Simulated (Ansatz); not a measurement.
BP (zinc blende), conventional cell a = 4.5366 Å, b = 4.5366 Å, c = 4.5366 Å, α = 90.00°, β = 90.00°, γ = 90.00°. The calculation uses the primitive cell of 2 atoms, to which meshes and values per cell refer.

E(V) scan at fixed shape, V₀ the volume above. Symmetry pins the atoms to their sites.

These are r2SCAN (plane waves to 500 eV, PAW, scalar-relativistic; Ansatz, an electronic-structure program) values and carry that method's errors. k mesh 12×12×12 (Γ-centred), Fermi-Dirac smearing 0.05 eV. E stands for the smeared free energy. BP was relaxed with its symmetry unable to fall. ΔE is measured from the relaxed starting cell.

| V (Å³/atom) | ΔE (meV/atom) |
|---|---|
| 10.504 | 72.8 |
| 10.795 | 39.2 |
| 11.087 | 16.7 |
| 11.379 | 4.0 |
| 11.671 | 0.0 |
| 11.962 | 3.7 |
| 12.254 | 14.3 |
| 12.546 | 31.0 |
| 12.838 | 53.0 |

### Question
What is the fitted pressure derivative B₀′?

### Answer
3.8.

### Question
What bulk modulus B₀ follows from a third-order Birch-Murnaghan fit?

### Answer
169 GPa. Check by three points about V = 11.671 Å³/atom, step 0.292: d²E/dV² ≈ (4.0 − 2·0.0 + 3.7) meV / 0.292² = 0.0905 eV/Å⁶, and V·d²E/dV² × 160.2 = 169 GPa.

(Under strain, the slope of the energy per volume gives the stress and its curvature an elastic modulus.)
